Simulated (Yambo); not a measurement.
Yambo run on Rb$_{2}$LiRhF$_{6}$ (space group Fm-3m, No. 225). The wavefunctions come from this Quantum ESPRESSO step (PBEsol, PseudoDojo standard norm-conserving files, scalar-relativistic):

```
&CONTROL
  calculation = 'nscf'
  pseudo_dir = './pseudo'
  outdir = './out'
/
&SYSTEM
  ibrav = 0
  nat = 10
  ntyp = 4
  ecutwfc = 88.0
  ecutrho = 352.0
  occupations = 'fixed'
  force_symmorphic = .true.
  nbnd = 228
/
&ELECTRONS
  conv_thr = 1e-08
  diago_full_acc = .true.
  diago_thr_init = 1e-08
/
ATOMIC_SPECIES
Li 6.9400 Li.upf
F 18.9984 F.upf
Rb 85.4678 Rb.upf
Rh 102.9055 Rh.upf
CELL_PARAMETERS angstrom
  0.000000000000   4.196225000000   4.196225000000
  4.196225000000   0.000000000000   4.196225000000
  4.196225000000   4.196225000000   0.000000000000
ATOMIC_POSITIONS crystal
Li   0.500000000000   0.500000000000   0.500000000000
F   0.758050000000   0.241950000000   0.241950000000
F   0.241950000000   0.758050000000   0.758050000000
F   0.241950000000   0.758050000000   0.241950000000
F   0.758050000000   0.241950000000   0.758050000000
F   0.241950000000   0.241950000000   0.758050000000
F   0.758050000000   0.758050000000   0.241950000000
Rb   0.750000000000   0.750000000000   0.750000000000
Rb   0.250000000000   0.250000000000   0.250000000000
Rh   0.000000000000   0.000000000000   0.000000000000
K_POINTS automatic
2 2 2 0 0 0
```

Yambo input:

```
rim_cut
gw0
dyson
el_el_corr
HF_and_locXC
ppa
em1d
RandQpts= 1000000
RandGvec= 1 Ry
EXXRLvcs= 88 Ry
VXCRLvcs= 352 Ry
Chimod= "HARTREE"
% BndsRnXp
 6 | 225 |
%
NGsBlkXp= 7 Ry
% LongDrXp
 1.0 | 1.0 | 1.0 |
%
PPAPntXp= 27.2114 eV
% GbndRnge
 1 | 225 |
%
GTermKind= "BG"
DysSolver= "n"
ExtendOut
% QPkrange
 1 | 1 | 40 | 41 |
 2 | 2 | 40 | 41 |
 3 | 3 | 40 | 41 |
%
```

k points by index: 1 = Γ, 2 = L, 3 = X.

The o-*.qp file then holds:

```
#    K-point    Band    Eo [eV]    E [eV]    E-Eo [eV]    Vxc [eV]    Vnlxc [eV]    Sc|Eo [eV]    Sc|E [eV]    dSc/dw|Eo [eV]    Re(Z)    Im(Z)
#
    1    40    -0.187993    -1.609774    -1.421781    -22.68251    -29.07906    4.616195    4.974769    -6.861483    0.798618    -0.002069
    1    41    2.077998    4.251598    2.173600    -23.97233    -18.10309    -3.157308    -3.695644    -6.734681    0.801532    -0.007716
    2    40    -0.097539    -1.512266    -1.414727    -22.92663    -29.33778    4.640416    4.996416    -6.846352    0.798974    -0.001804
    2    41    1.872554    4.009488    2.136934    -23.36799    -17.51000    -3.205665    -3.721061    -6.562520    0.805689    -0.001588
    3    40    0.000000    -1.417577    -1.417577    -23.23741    -29.70831    4.697002    5.053327    -6.838965    0.799148    -0.001601
    3    41    1.621930    3.715306    2.093376    -22.64474    -16.73601    -3.326757    -3.815356    -6.350795    0.810773    -0.001448
```
(The two width columns are left out.) Convergence of these settings isn't established.

Spin-orbit coupling is not included.

Geometry of the Materials Project entry, not relaxed at this level.

The structure is a Materials Project entry; no match was found in the copy of COD used, and its stability was not checked.
